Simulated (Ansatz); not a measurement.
Values for one crystal, relaxed and computed with r²SCAN in the plane-wave PAW code Ansatz; other levels are named.

- Volume per atom: 15.96 Å³
- Electronic character: metallic (no gap)
- Pressure derivative B′: 4.7
- Density of states at the Fermi level: 0.89 states/eV per atom (mean over ±0.08 eV)
- Bulk modulus (Birch–Murnaghan fit): 110 GPa

Pick the material that matches.
A. Co, diamond
B. Ba, fcc (Cu type)
C. Zr, simple cubic
D. Ni, bcc (W type)

A, Co, diamond

Space group Fd-3m (diamond). The start of the workflow was typed in or built on a structure type; the Crystallography Open Database copy checked does not list it. It is not the phase usual at ambient conditions (space group No. 194). The cell was relaxed with r²SCAN under the symmetry of its start; its stability against distortions is not shown here. Spin order of the final state: ferromagnetic, chosen from 4 collinear starts compared on coarse meshes (ties went to the first, and starts can fall back to one state), not a proven ground state. Other orbital occupations within this spin state were not tried.

Potentials: the later of the program's two PAW sets.
